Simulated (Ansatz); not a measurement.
# SiO2: gradients before and after relaxing the atoms

Start: an entry of the Crystallography Open Database (COD) (listed for 0.2 GPa), taken as it stands.

```cif
data_SiO2
_symmetry_space_group_name_H-M 'P4_12_12'
_symmetry_Int_Tables_number 92
_cell_length_a 4.9501
_cell_length_b 4.9501
_cell_length_c 6.8760
_cell_angle_alpha 90.000
_cell_angle_beta 90.000
_cell_angle_gamma 90.000
loop_
_atom_site_label
_atom_site_type_symbol
_atom_site_symmetry_multiplicity
_atom_site_Wyckoff_symbol
_atom_site_fract_x
_atom_site_fract_y
_atom_site_fract_z
Si Si 4 a 0.3027 0.3027 0.0000
O O 8 b 0.2388 0.1086 0.1817
```

One atom of each set is listed.

All values are calculated (Ansatz; DFT, PBE, plane waves and PAW, scalar-relativistic, 420 eV cutoff, Γ-centred 5×5×4 k-points, Fermi–Dirac smearing 0.02 eV), not measured.

The largest force at the start is 0.51 eV/Å. Relaxing the ions at fixed cell moves them by 0.077 Å at most (atom 7, O) and 0.066 Å rms.

| site | moved (Å) | first shell before | first shell after | V_zz before (10²¹ V/m²) | η before |
| --- | --- | --- | --- | --- | --- |
| Si | 0.034 | 4 O at 1.60–1.61 Å | 4 O at 1.62–1.63 Å | -0.56 | 0.85 |
| O | 0.077 | 2 Si at 1.60–1.61 Å, angle 145° | 2 Si at 1.62–1.63 Å, angle 141° | 8.97 | 0.16 |

Problem. What are V_zz and η after the relaxation?

Solution. 

```csv
site,V_zz after,η after,change of V_zz
Si,-0.40,0.89,+0.16
O,9.33,0.21,+0.36
```

The largest change of V_zz is on O, from 8.97 to 9.33. In per cent, |V_zz| changes by -29 on Si, +4 on O (all sites that start above 0.5).
